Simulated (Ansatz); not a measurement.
LaSiNi, first-principles data

LaSiNi:
```yaml
crystal:
  lattice:
    - [-2.09415, 2.09415, 6.98557]
    - [2.09415, -2.09415, 6.98557]
    - [2.09415, 2.09415, -6.98557]
  atoms:
    - { symbol: La, position: [0.00219, 0.00219, 0.00000] }
    - { symbol: La, position: [0.75219, 0.25219, 0.50000] }
    - { symbol: Si, position: [0.58164, 0.58164, 0.00000] }
    - { symbol: Si, position: [0.33164, 0.83164, 0.50000] }
    - { symbol: Ni, position: [0.16245, 0.66245, 0.50000] }
    - { symbol: Ni, position: [0.41245, 0.41245, 0.00000] }
```

Space group I4_1md (No. 109); conventional cell a = b = 4.188 Å, c = 13.971 Å, α = β = γ = 90.00°.

Method: r²SCAN in the plane-wave PAW code Ansatz. Structure relaxed to zero pressure with the same functional. Other levels are named where they apply.

Cell and energy:

```yaml
volume_per_atom: 20.42 Å³
density: 6.12 g/cm³
Formation energy from the elements (no fitted shifts): -0.73 eV/atom
```

Electronic structure:

```yaml
electronic_character: metallic (no gap)
Density of states at the Fermi level: 0.83 states/eV per atom (mean over ±0.08 eV)
```

The first step of the workflow began from a Materials Project structure, measured or hypothetical; the Crystallography Open Database copy checked does not list it. With Si and Ni taken as one species the cell has the higher symmetry I4_1/amd, so it may be an ordered model of a mixed-site phase. Its standing as an ambient phase is unchecked. The cell was relaxed with r²SCAN under the symmetry of its start; whether a distortion lowers the energy is not shown. The run is not spin-polarised. The references are the lowest solids computed at this level, not always the standard phases. Scalar-relativistic: spin–orbit coupling is off unless named, which matters more the heavier the elements.

Potentials: the later of the program's two PAW sets.
